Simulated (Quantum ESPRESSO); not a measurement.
# Planted mistakes on one cell of Si3AlC3N

The results below are calculated, not measured. They come from pw.x of Quantum ESPRESSO 7.5, a plane-wave density functional program, with PseudoDojo standard norm-conserving files (v0.5 for PBE, v0.4.1 for LDA and PBEsol). The cells are made up: elements, strain and atom displacements were drawn at random, and nothing was relaxed. There is no spin polarisation, spin-orbit coupling or dispersion term.

The cell has 8 sites of a zincblende or diamond lattice. Sites 1 to 4 hold Si Al Si Si; sites 5 to 8 hold C C N C. Cell vectors in Å: (4.560, 0.057, 0.025); (0.057, 4.488, -0.030); (0.025, -0.030, 4.462). Settings: PBE, cutoff 1143 eV, 4 x 4 x 4 k mesh shifted by half a step, Fermi-Dirac smearing of 0.025 eV.

The intended run has a self-consistency threshold of 1e-07 eV, a smearing term of 0.000 eV, a pressure of -12.68 GPa and 12 iterations. Each further run changes one thing: all lengths scaled by 1.0055; atoms of sites 3 and 5 exchanged; cutoff 753 eV; files of LDA; k mesh 1 x 1 x 1; one electron removed; smearing 0.43 eV; threshold 0.1 eV. A coarse mesh keeps the shift, and a charged cell sits in a uniform background.

| run | change of free energy (eV) | smearing term -TS (eV) | change of P (GPa) | largest change of a force component (eV/Å) | iterations |
| --- | --- | --- | --- | --- | --- |
| A | 7.774 | 0.000 | 2.35 | 0.410 | 12 |
| B | 0.039 | 0.000 | 2.87 | 0.115 | 5 |
| C | 10.644 | -0.003 | 28.42 | 5.657 | 13 |
| D | -7.728 | -0.004 | -20.08 | 0.929 | 12 |
| E | -4.759 | 0.000 | -7.11 | 0.063 | 12 |
| F | -0.075 | -0.284 | 0.13 | 0.045 | 11 |
| G | 0.405 | 0.000 | -3.71 | 0.011 | 13 |
| H | 0.131 | 0.000 | -2.35 | 0.059 | 13 |

A rerun of the intended cell at 1437 eV and k mesh 6 x 6 x 6 moved values by no more than 0.005 eV in the cell's energy, 0.02 GPa in stress and 0.002 eV/Å in force.

Question: which change belongs to which run?

## Worked reading

Run B has the fewest iterations, as a run stopped early does. Run F has the largest smearing term, as wide smearing gives. Run H changes the volume by a factor of 1.0166; minus its pressure change over the logarithm of that factor, 143 GPa, is a rough bulk modulus with clamped atoms. Energies from files of another functional, or of a charged cell, have another zero and say nothing on stability; the pressure of a charged cell rests on the program's zero of potential too.

## Key

```
run,change
A,k mesh 1 x 1 x 1
B,threshold 0.1 eV
C,atoms of sites 3 and 5 exchanged
D,one electron removed
E,files of LDA
F,smearing 0.43 eV
G,cutoff 753 eV
H,all lengths scaled by 1.0055
```